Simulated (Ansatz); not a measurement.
Ti4Cu2O in space group Fd-3m (No. 227; Ti on 48f, Ti on 16d, Cu on 32e, O on 16c), DFT-PBE in the program Ansatz with PAW potentials, all energies at zero smearing, with the estimated change up to a 700 eV cutoff added, with one set of potentials and settings (totals compare only within such a set). Cell of 28 atoms (16 Ti, 8 Cu, 4 O): -95280.707 eV.

```csv
element,reference phase,E (eV/atom)
Ti,"P6/mmm, 3 atoms in the cell",-2499.6739
Cu,"Fm-3m, 1 atoms in the cell",-6625.1757
O,"C2/m, 4 atoms in the cell, spin-polarised",-565.0000
```

Formation energy per atom, worked out: (-95280.707 − 16×(-2499.6739) − 8×(-6625.1757) − 4×(-565.0000))/28 = -0.876 eV/atom (-84 kJ per mol of atoms), at 0 K, without zero-point energy or fitted corrections.

The first step of the workflow began from a Materials Project structure, measured or hypothetical; the Crystallography Open Database files this formula in space group No. 227, but the cells were not matched. Its standing as an ambient phase is unchecked. Symmetry was held in the PBE relaxation; its stability against distortions is not shown here. The final state is ferromagnetic, the only order run, not a proven ground state. No Hubbard U is applied. The references are the lowest solids computed at this level, not always the standard phases (solids in place of the gases).

Potentials: the later of the program's two PAW sets.
